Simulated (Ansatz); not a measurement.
# GdCo₃ in the AuCu3-type structure

Computed with Ansatz (plane waves, PAW, 420 eV cutoff): PBE+U (U_eff = 6 eV on Gd 4f), scalar-relativistic, collinear spin, 8×8×8 k-mesh, Gaussian smearing of 0.05 eV. The datasets are Ansatz's generated set soft_2.

```
Gd Co
1.0
     3.89309    0.00000    0.00000
     0.00000    3.89309    0.00000
     0.00000    0.00000    3.89309
Gd Co
1 3
Cartesian
  0.0000 0.0000 0.0000
  0.0000 1.9465 1.9465
  1.9465 1.9465 0.0000
  1.9465 0.0000 1.9465
```

The structure was built from a prototype; whether the compound forms in it isn't claimed.

Magnetic state: ferrimagnetic, site spin moments Gd 7.16; Co -1.31 μB.

The cell above was scaled in volume, its shape and atoms being fixed by the lattice's symmetry. Energies are counted from the cell above.

Cell and atoms are those of this level's equilibrium.

```json
{"V (Å³/atom)": "13.940", "ΔE (meV/atom)": "18.69", "P from the stress (GPa)": "7.69"}
{"V (Å³/atom)": "14.161", "ΔE (meV/atom)": "9.66", "P from the stress (GPa)": "5.38"}
{"V (Å³/atom)": "14.456", "ΔE (meV/atom)": "2.37", "P from the stress (GPa)": "2.58"}
{"V (Å³/atom)": "14.751", "ΔE (meV/atom)": "0.00", "P from the stress (GPa)": "0.09"}
{"V (Å³/atom)": "15.046", "ΔE (meV/atom)": "1.94", "P from the stress (GPa)": "-2.03"}
{"V (Å³/atom)": "15.341", "ΔE (meV/atom)": "7.38", "P from the stress (GPa)": "-3.87"}
{"V (Å³/atom)": "15.784", "ΔE (meV/atom)": "21.49", "P from the stress (GPa)": "-6.40"}
{"V (Å³/atom)": "16.226", "ΔE (meV/atom)": "42.30", "P from the stress (GPa)": "-8.63"}
```

**Question.** Do the energies and the pressures agree? Compare −ΔE/ΔV between neighbouring points (1 meV/Å³ = 0.1602 GPa) with the mean of their pressures.

**Answer.** 
```
interval (Å³/atom)  −ΔE/ΔV (GPa)  mean P (GPa)
    13.94 to 14.16           6.5           6.5
    14.16 to 14.46           4.0           4.0
    14.46 to 14.75           1.3           1.3
    14.75 to 15.05          -1.1          -1.0
    15.05 to 15.34          -3.0          -2.9
    15.34 to 15.78          -5.1          -5.1
    15.78 to 16.23          -7.5          -7.5
```
They differ by 0.09 GPa at most.

**Question.** What do the two routes give for V0, B0 and B0′?

**Answer.** A third-order Birch–Murnaghan fit of the energies: V0 = 14.77 Å³/atom, B0 = 114 GPa, B0′ = 5.2. A polynomial of P in ln V, with B = −dP/d ln V at P = 0: V0 = 14.77 Å³/atom, B0 = 113 GPa, B0′ = 5.5.

B0·V0 = 114.0 GPa × 14.77 Å³ = 10.51 eV/atom sets the scale: near the minimum ΔE ≈ ½ B0 V0 x², with x = V/V0 − 1, and a pressure of 1.1 GPa squeezes the volume by about 1 %. At the ends of the curve: x = −5.6 % predicts 16.5 meV/atom and the run gives 18.7; x = +9.9 % predicts 51.2 meV/atom and the run gives 42.3. Compression costs more and expansion less than the parabola says, since the crystal stiffens as it shrinks; B0′ measures that.

With a Hubbard U or exact exchange the result depends on the state in which the open shell ends, and a lower one can't be excluded. These numbers lack spin–orbit coupling. Site moments are of spin, integrated over atomic spheres. The run is a metal.
